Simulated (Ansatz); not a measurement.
P:
```
CELL_PARAMETERS angstrom
     -1.32678   -11.61592     0.00000
     -7.13419     0.00000     0.00000
     -3.53092    -3.63676   -11.26367
ATOMIC_POSITIONS crystal
  P  0.32759 0.41212 0.85179
  P  0.67241 0.58788 0.14821
  P  0.47415 0.28303 0.72747
  P  0.52585 0.71697 0.27253
  P  0.58258 0.15990 0.84972
  P  0.41742 0.84010 0.15028
  P  0.72453 0.03369 0.72309
  P  0.27547 0.96631 0.27691
  P  0.84171 0.89600 0.83199
  P  0.15829 0.10400 0.16801
  P  0.97348 0.75785 0.70367
  P  0.02652 0.24215 0.29633
  P  0.07037 0.66599 0.83573
  P  0.92963 0.33401 0.16427
  P  0.22478 0.53025 0.72643
  P  0.77522 0.46975 0.27357
  P  0.48817 0.79901 0.65405
  P  0.51183 0.20099 0.34595
  P  0.58082 0.54203 0.59477
  P  0.41918 0.45797 0.40523
  P  0.74022 0.54926 0.65218
  P  0.25978 0.45074 0.34782
  P  0.82928 0.29503 0.58916
  P  0.17072 0.70497 0.41084
  P  0.00063 0.27375 0.62892
  P  0.99937 0.72625 0.37108
  P  0.08269 0.01617 0.56536
  P  0.91731 0.98383 0.43464
  P  0.22946 0.04559 0.63425
  P  0.77054 0.95441 0.36575
  P  0.33425 0.78838 0.59196
  P  0.66575 0.21162 0.40804
  P  0.39667 0.69054 0.84565
  P  0.60333 0.30946 0.15435
  P  0.68524 0.40457 0.84352
  P  0.31476 0.59543 0.15648
  P  0.95465 0.13566 0.82436
  P  0.04535 0.86434 0.17564
  P  0.13050 0.95877 0.82851
  P  0.86950 0.04123 0.17149
  P  0.55013 0.61435 0.92032
  P  0.44987 0.38565 0.07968
```

Relaxed with r²SCAN+D4. Special points in fractions of this cell's reciprocal vectors: Γ (0.000, 0.000, 0.000); X (0.500, 0.000, 0.000); Y (0.000, 0.500, 0.000); Z (0.000, 0.000, 0.500); R (0.500, 0.500, 0.500); T (0.000, 0.500, 0.500); U (0.500, 0.000, 0.500); V (0.500, 0.500, 0.000).

Problem. List the band energies nearest the valence-band maximum at these points for plane-wave PAW r²SCAN+D4 (Ansatz code).

Solution. In eV from the valence-band maximum; about four levels below and three above (degenerate sets whole), none deeper than 8.9 eV; points with the same levels are listed once.

```csv
k,below,above
Γ,-0.30 -0.25 -0.22 -0.10,1.98 2.03 2.19
X,-0.30 -0.26 -0.12 0.00,1.92 1.93 2.15
Y,-0.44 -0.39 -0.19 -0.06,1.95 2.06 2.10
Z,-0.37 -0.34 -0.18 -0.13,2.00 2.14 2.26
R,-0.55 -0.48 -0.36 -0.28,1.92 2.05 2.27
T,-0.55 -0.46 -0.42 -0.26,1.94 1.96 2.13
U,-0.37 -0.34 -0.27 -0.26,1.87 2.03 2.10
V,-0.51 -0.36 -0.32 -0.21,1.99 2.06 2.10
```

Space group P-1. The first step of the workflow began from a Materials Project structure, measured or hypothetical; the Crystallography Open Database copy checked does not list it. It is not the phase usual at ambient conditions (space group No. 64). Symmetry was held in the r²SCAN+D4 relaxation; its stability against distortions is not shown here.

Potentials: the earlier of the program's two PAW sets. The files were generated under PBE; for other functionals the program regenerates the frozen cores, and for LDA and PBEsol the local potential too.
